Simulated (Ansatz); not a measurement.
## Bands of Ta

```xyz
1
Lattice="-1.6549 1.6549 1.6549 1.6549 -1.6549 1.6549 1.6549 1.6549 -1.6549" Properties=species:S:1:pos:R:3 pbc="T T T"
Ta    0.0000    0.0000    0.0000
```

The conventional cell has a = 3.310 Å, b = 3.310 Å, c = 3.310 Å, α = 90.00°, β = 90.00°, γ = 90.00°. Ta (atom 1) has 8 Ta at 2.87 Å as nearest neighbours.

Structure from Materials Project entry mp-50 (possibly hypothetical), not relaxed further.

Spin polarisation is left out, and whether a magnetic state lies lower isn't shown here.

Spin–orbit coupling is left out, though it moves levels of the heavy atoms by tenths of an eV or more.

Computed with DFT, LDA, all-electron LAPW, scalar-relativistic in Ansatz 0.2.0.

The runs use a Γ-centred 14×14×14 k mesh, Fermi–Dirac smearing of 0.05 eV, basis error target 1 meV/atom, no spin polarisation.

Points in fractions of the reciprocal vectors of this cell: Γ (0, 0, 0), H (0.5, -0.5, 0.5), N (0, 0, 0.5), P (0.25, 0.25, 0.25). The path joins them by straight lines in the order Γ–H–N–Γ–P–H–P–N; legs that retrace an earlier one aren't tabulated. Energies are in eV from the Fermi level.

(1) Metal or insulator at this level of theory?

(2) Tabulate bands 14 to 21, counted from the lowest band of the run, along the path.

Results:

(1) No gap opens: metallic or semimetallic.

(2) 
```csv
k (1/Å),point,band 14,band 15,band 16,band 17,band 18,band 19,band 20,band 21
0.00,Γ,-18.85,-18.85,-18.79,-7.83,0.69,0.69,0.69,3.92
0.47,,-18.85,-18.85,-18.81,-6.51,0.60,0.60,1.33,2.05
0.95,,-18.85,-18.85,-18.85,-3.64,-0.92,1.24,1.24,3.13
1.42,,-18.84,-18.84,-18.84,-3.02,-2.93,3.50,3.50,5.47
1.90,H,-18.83,-18.83,-18.83,-3.75,-3.75,6.74,6.74,6.74
2.23,,-18.84,-18.83,-18.83,-3.37,-3.25,4.01,4.03,6.87
2.57,,-18.85,-18.84,-18.83,-2.90,-1.85,1.10,1.70,7.19
2.91,,-18.85,-18.84,-18.84,-3.74,-0.86,0.18,2.52,6.28
3.24,N,-18.85,-18.84,-18.82,-4.33,-1.54,1.70,3.79,4.80
3.58,,-18.85,-18.85,-18.82,-4.44,-1.28,0.45,3.82,4.52
3.91,,-18.86,-18.85,-18.82,-5.55,-0.57,-0.08,3.27,3.34
4.25,,-18.85,-18.85,-18.80,-7.16,0.28,0.52,1.36,3.40
4.58,Γ,-18.85,-18.85,-18.79,-7.83,0.69,0.69,0.69,3.92
4.99,,-18.85,-18.85,-18.81,-6.84,0.15,0.15,1.88,3.65
5.40,,-18.85,-18.85,-18.82,-4.48,-1.00,-1.00,4.00,4.00
5.82,,-18.85,-18.85,-18.84,-1.88,-1.50,-1.50,4.68,4.68
6.23,P,-18.85,-18.85,-18.85,-1.19,-1.19,-1.19,4.97,4.97
6.64,,-18.85,-18.84,-18.84,-2.40,-0.87,-0.87,4.64,4.64
7.05,,-18.85,-18.85,-18.83,-1.65,-1.65,-1.49,4.40,4.40
7.46,,-18.84,-18.84,-18.83,-3.10,-3.10,2.29,5.41,5.41
7.87,H,-18.83,-18.83,-18.83,-3.75,-3.75,6.74,6.74,6.74
9.51,P,-18.85,-18.85,-18.85,-1.19,-1.19,-1.19,4.97,4.97
9.75,,-18.85,-18.85,-18.85,-1.81,-1.55,-0.53,4.77,4.94
9.99,,-18.85,-18.84,-18.84,-3.01,-1.64,0.36,4.32,4.88
10.23,,-18.85,-18.84,-18.83,-3.97,-1.59,1.27,3.93,4.82
10.46,N,-18.85,-18.84,-18.82,-4.33,-1.54,1.70,3.79,4.80
```
